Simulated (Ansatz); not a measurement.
Relaxation of a relaxed Ge cell shaken by Gaussian noise of σ = 0.08 Å a coordinate; 8 atoms in the cell, which starts as P1 (No. 1), aP8; a = 5.3229 Å, b = 5.3229 Å, c = 5.3229 Å, α = 90.00°, β = 90.00°, γ = 90.00°. Calculation: PBEsol (plane waves to 420 eV, PAW, scalar-relativistic; Ansatz, an electronic-structure program). Γ-centred k-mesh 5×5×5 on the run's cell (coarser than for final values), Fermi–Dirac smearing 0.05 eV. This is the first round of the run. 

The optimiser's lines from the output (shortened; P is positive under compression):

```
relax step   1: F+E_penalty+E_count = -34025.37820561 eV  Δ(F+E_penalty+E_count) = +0.000e0 eV  max|allowed force component| = 5.514e-1 eV/Å  Δτ_max = 0.0000 Å  P = +1.220 GPa  Ω = 150.813 Å³  (9 SCF iters, dr2 threshold 1.00e-7 eV, accepted)
relax step   2: F+E_penalty+E_count = -34025.54895887 eV  Δ(F+E_penalty+E_count) = -1.708e-1 eV  max|allowed force component| = 3.381e-1 eV/Å  Δτ_max = 0.1490 Å  P = -0.156 GPa  Ω = 151.795 Å³  (6 SCF iters, dr2 threshold 8.00e-7 eV, accepted)
relax step   3: F+E_penalty+E_count = -34025.67938511 eV  Δ(F+E_penalty+E_count) = -1.304e-1 eV  max|allowed force component| = 3.064e-1 eV/Å  Δτ_max = 0.2000 Å  P = -0.570 GPa  Ω = 152.095 Å³  (7 SCF iters, dr2 threshold 8.00e-7 eV, accepted)
relax step   4: F+E_penalty+E_count = -34025.81261617 eV  Δ(F+E_penalty+E_count) = -1.332e-1 eV  max|allowed force component| = 3.610e-1 eV/Å  Δτ_max = 0.1951 Å  P = -0.478 GPa  Ω = 151.723 Å³  (6 SCF iters, dr2 threshold 8.00e-7 eV, accepted)
relax step   5: F+E_penalty+E_count = -34025.97892488 eV  Δ(F+E_penalty+E_count) = -1.663e-1 eV  max|allowed force component| = 3.116e-1 eV/Å  Δτ_max = 0.1921 Å  P = -0.527 GPa  Ω = 151.458 Å³  (6 SCF iters, dr2 threshold 8.00e-7 eV, accepted)
relax step   6: F+E_penalty+E_count = -34026.21447382 eV  Δ(F+E_penalty+E_count) = -2.355e-1 eV  max|allowed force component| = 2.801e-1 eV/Å  Δτ_max = 0.1955 Å  P = -0.451 GPa  Ω = 151.068 Å³  (7 SCF iters, dr2 threshold 8.00e-7 eV, accepted)
relax step   7: F+E_penalty+E_count = -34026.51515265 eV  Δ(F+E_penalty+E_count) = -3.007e-1 eV  max|allowed force component| = 2.365e-1 eV/Å  Δτ_max = 0.2000 Å  P = -0.390 GPa  Ω = 150.676 Å³  (7 SCF iters, dr2 threshold 8.00e-7 eV, accepted)
relax step   8: F+E_penalty+E_count = -34026.70121497 eV  Δ(F+E_penalty+E_count) = -1.861e-1 eV  max|allowed force component| = 1.609e-1 eV/Å  Δτ_max = 0.1950 Å  P = -0.058 GPa  Ω = 150.073 Å³  (7 SCF iters, dr2 threshold 8.00e-7 eV, accepted)
relax step   9: F+E_penalty+E_count = -34026.76231500 eV  Δ(F+E_penalty+E_count) = -6.110e-2 eV  max|allowed force component| = 2.500e-2 eV/Å  Δτ_max = 0.2000 Å  P = -0.114 GPa  Ω = 150.385 Å³  (7 SCF iters, dr2 threshold 8.00e-7 eV, accepted)
relax step  10: F+E_penalty+E_count = -34026.77205314 eV  Δ(F+E_penalty+E_count) = -9.738e-3 eV  max|allowed force component| = 9.850e-3 eV/Å  Δτ_max = 0.1788 Å  P = +0.132 GPa  Ω = 150.338 Å³  (6 SCF iters, dr2 threshold 8.00e-7 eV, accepted)
relax step  11: F+E_penalty+E_count = -34026.77424872 eV  Δ(F+E_penalty+E_count) = -2.196e-3 eV  max|allowed force component| = 8.880e-3 eV/Å  Δτ_max = 0.0914 Å  P = -0.095 GPa  Ω = 150.599 Å³  (5 SCF iters, dr2 threshold 8.00e-7 eV, accepted)
relax step  12: F+E_penalty+E_count = -34026.77716221 eV  Δ(F+E_penalty+E_count) = -2.913e-3 eV  max|allowed force component| = 3.094e-3 eV/Å  Δτ_max = 0.0398 Å  P = +0.038 GPa  Ω = 150.476 Å³  (5 SCF iters, dr2 threshold 6.28e-7 eV, accepted)
relax step  13: F+E_penalty+E_count = -34026.77757254 eV  Δ(F+E_penalty+E_count) = -4.103e-4 eV  max|allowed force component| = 3.282e-3 eV/Å  Δτ_max = 0.0175 Å  P = +0.033 GPa  Ω = 150.529 Å³  (6 SCF iters, dr2 threshold 1.21e-8 eV, accepted)
relax step  14: F+E_penalty+E_count = -34026.77922337 eV  Δ(F+E_penalty+E_count) = -1.651e-3 eV  max|allowed force component| = 1.124e-2 eV/Å  Δτ_max = 0.0257 Å  P = -0.039 GPa  Ω = 150.703 Å³  (6 SCF iters, dr2 threshold 4.96e-8 eV, accepted)
relax step  15: F+E_penalty+E_count = -34026.78504693 eV  Δ(F+E_penalty+E_count) = -5.824e-3 eV  max|allowed force component| = 1.913e-2 eV/Å  Δτ_max = 0.0525 Å  P = -0.092 GPa  Ω = 150.803 Å³  (6 SCF iters, dr2 threshold 1.85e-7 eV, accepted)
relax step  16: F+E_penalty+E_count = -34026.78929900 eV  Δ(F+E_penalty+E_count) = -4.252e-3 eV  max|allowed force component| = 1.851e-2 eV/Å  Δτ_max = 0.0474 Å  P = -0.051 GPa  Ω = 150.706 Å³  (5 SCF iters, dr2 threshold 7.77e-7 eV, accepted)
relax step  17: F+E_penalty+E_count = -34026.79199903 eV  Δ(F+E_penalty+E_count) = -2.700e-3 eV  max|allowed force component| = 6.262e-3 eV/Å  Δτ_max = 0.0325 Å  P = +0.044 GPa  Ω = 150.501 Å³  (5 SCF iters, dr2 threshold 8.00e-7 eV, accepted)
relax step  18: F+E_penalty+E_count = -34026.79239924 eV  Δ(F+E_penalty+E_count) = -4.002e-4 eV  max|allowed force component| = 1.696e-3 eV/Å  Δτ_max = 0.0178 Å  P = -0.007 GPa  Ω = 150.613 Å³  (5 SCF iters, dr2 threshold 5.36e-8 eV, accepted)
relax step  19: F+E_penalty+E_count = -34026.79247853 eV  Δ(F+E_penalty+E_count) = -7.929e-5 eV  max|allowed force component| = 9.837e-4 eV/Å  Δτ_max = 0.0147 Å  P = -0.008 GPa  Ω = 150.617 Å³  (9 SCF iters, accepted)
relax step  20: F+E_penalty+E_count = -34026.79248470 eV  Δ(F+E_penalty+E_count) = -6.170e-6 eV  max|allowed force component| = 5.023e-4 eV/Å  Δτ_max = 0.0012 Å  P = -0.002 GPa  Ω = 150.603 Å³  (4 SCF iters, dr2 threshold 2.81e-9 eV, accepted)
relax step  21: F+E_penalty+E_count = -34026.79242521 eV  Δ(F+E_penalty+E_count) = +5.949e-5 eV  max|allowed force component| = 5.015e-4 eV/Å  Δτ_max = 0.0000 Å  P = +0.003 GPa  Ω = 150.603 Å³  stress off target by 6.59e-3 GPa  SCF on the basis re-selected at this cell (its energy is not comparable with the rows above)  (5 SCF iters)
```

From the first to the last row the energy changes by -0.18 eV/atom and the volume by -0.1 %. The last row is marked as not comparable with the walk above it, whose basis was carried along; it does compare with step 1, since both stand on a basis selected at the nominal cutoff for their own cell.

Later rounds, restarted from the end of this one on a renewed k-mesh, logged 4 more steps. The final structure after all rounds: Pm-3m (No. 221), cP1, AFLOW prototype A_cP1_221_a (A_h); a = b = c = 2.6681 Å, α = β = γ = 90.00°. Between re-selections the logged energies stand on a plane-wave basis carried along with the cell. No spin polarisation in the result.

The relaxed structure here is a generated cell of Ge: the first start was made by placing the elements on the sites of a structure type, and the end was not matched to a known phase here, so it may be hypothetical. Known forms of Ge include space group No. 227.
